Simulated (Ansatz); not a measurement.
Q: Each is relaxed and computed with r²SCAN (plane waves, PAW; program Ansatz). Which is the only one with a gap?
A. YSi2Ir2, I4/mmm (Y on 2a, Si on 4e, Ir on 4d)
B. YCo2Ge2, I4/mmm (Y on 2a, Co on 4d, Ge on 4e)
C. Y2Ti2S2O5, I4/mmm (Pearson symbol tI22)
D. YGe2Rh2, I4/mmm (Y on 2a, Ge on 4e, Rh on 4d)

A: C, Y2Ti2S2O5, I4/mmm (Pearson symbol tI22). Y2Ti2S2O5: gap 1.14 eV (direct); YGe2Rh2: metal; YSi2Ir2: metal; YCo2Ge2: metal. Standing as an ambient phase not checked: Y2Ti2S2O5, I4/mmm (Pearson symbol tI22); YGe2Rh2, I4/mmm (Y on 2a, Ge on 4e, Rh on 4d); YSi2Ir2, I4/mmm (Y on 2a, Si on 4e, Ir on 4d); YCo2Ge2, I4/mmm (Y on 2a, Co on 4d, Ge on 4e). All cells were relaxed under the symmetry of their starts (and spin orders); stability against distortions was not tested throughout. Rows with no word on spin ran without spin polarisation. Scalar-relativistic: spin–orbit coupling is off unless named, which matters more the heavier the elements.

Potentials: the later of the program's two PAW sets.
